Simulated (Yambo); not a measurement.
Yambo run on RbOH (space group Cmc2_1, No. 36). The wavefunctions are PBEsol (Quantum ESPRESSO, PseudoDojo norm-conserving, 84 Ry, with spin-orbit coupling) ones on a 4×4×2 mesh (32 occupied bands); a = b = 5.7736 Å, c = 4.2027 Å, α = β = 90.00°, γ = 138.22°.

Yambo input:

```
rim_cut
HF_and_locXC
RandQpts= 1000000
RandGvec= 1 Ry
EXXRLvcs= 84 Ry
VXCRLvcs= 336 Ry
% QPkrange
 1 | 1 | 30 | 34 |
 2 | 2 | 32 | 33 |
 5 | 5 | 32 | 33 |
 6 | 6 | 32 | 33 |
 13 | 13 | 32 | 33 |
 14 | 14 | 32 | 33 |
%
```

k points by index: 1 = Γ, 2 = (0, 0, -0.5), 5 = (0, -0.5, 0), 6 = (0, -0.5, -0.5), 13 = (-0.5, -0.5, 0), 14 = (-0.5, -0.5, -0.5).

Resulting energies as the program prints them:

```
#    K-point    Band    Eo [eV]    Ehf [eV]    Vxc [eV]    Vnlxc [eV]
#
    1    30    -0.216070    -5.949318    -18.33199    -24.06524
    1    31    0.000000    -5.845453    -18.46575    -24.31121
    1    32    0.000000    -5.845453    -18.46575    -24.31121
    1    33    3.579640    7.763185    -8.801727    -4.618182
    1    34    3.579640    7.763185    -8.801727    -4.618182
    2    32    -0.491469    -6.123044    -17.69747    -23.32905
    2    33    6.119516    10.54601    -9.117008    -4.690516
    5    32    -0.473004    -6.212414    -17.91444    -23.65385
    5    33    6.206695    10.61626    -10.21140    -5.801831
    6    32    -0.237420    -5.964158    -18.16029    -23.88702
    6    33    6.011810    10.58336    -8.544933    -3.973385
    13    32    -0.018986    -5.889175    -18.48113    -24.35132
    13    33    5.183129    9.584858    -8.040733    -3.639004
    14    32    -0.480390    -6.378547    -17.62544    -23.52359
    14    33    6.181062    10.69350    -9.541571    -5.029134
```
Exchange alone, without screening.

Geometry of the Materials Project entry, not relaxed at this level.

The structure is a Materials Project entry; no match was found in the copy of COD used, and its stability was not checked.
